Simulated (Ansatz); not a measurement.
Hf:
```
CELL_PARAMETERS angstrom
      3.19810     0.00000     0.00000
     -1.59905     2.76963     0.00000
      0.00000     0.00000     5.04567
ATOMIC_POSITIONS crystal
  Hf 0.33333 0.66667 0.75000
  Hf 0.66667 0.33333 0.25000
```

Relaxed with r²SCAN. Special points in fractions of this cell's reciprocal vectors: Γ (0.000, 0.000, 0.000); M (0.500, 0.000, 0.000); K (0.333, 0.333, 0.000); A (0.000, 0.000, 0.500); L (0.500, 0.000, 0.500); H (0.333, 0.333, 0.500).

Task: List the band energies nearest the Fermi level at these points for r²SCAN (plane waves, PAW; program Ansatz).

Result: In eV from the Fermi level; about four levels below and three above (degenerate sets whole), none deeper than 8.9 eV; points with the same levels are listed once.

```json
[
 {"k": "Γ", "below": "-7.77 -3.87", "above": "0.45 1.29 1.29"},
 {"k": "M", "below": "-3.52 -2.89 -2.35 -1.02", "above": "0.92 0.93 1.81"},
 {"k": "K", "below": "-2.22 -1.98 -1.98 -1.61", "above": "0.42 0.42 2.23"},
 {"k": "A", "below": "-5.69 -5.69", "above": "0.14 0.14 1.18 1.18 1.18 1.18"},
 {"k": "L", "below": "-3.55 -3.55 -1.04 -1.04", "above": "1.10 1.10 2.85 2.85"},
 {"k": "H", "below": "-1.60 -1.60 -0.35 -0.35", "above": "2.76 2.76 5.31 5.31"}
]
```

Space group P6_3/mmc (hcp (Mg type)). The r²SCAN relaxation kept the symmetry of its start; of distortions, only those at the zone centre were tested. No spin polarisation was allowed. Spin–orbit coupling is left out wherever it is not named.

Potentials: the later of the program's two PAW sets.
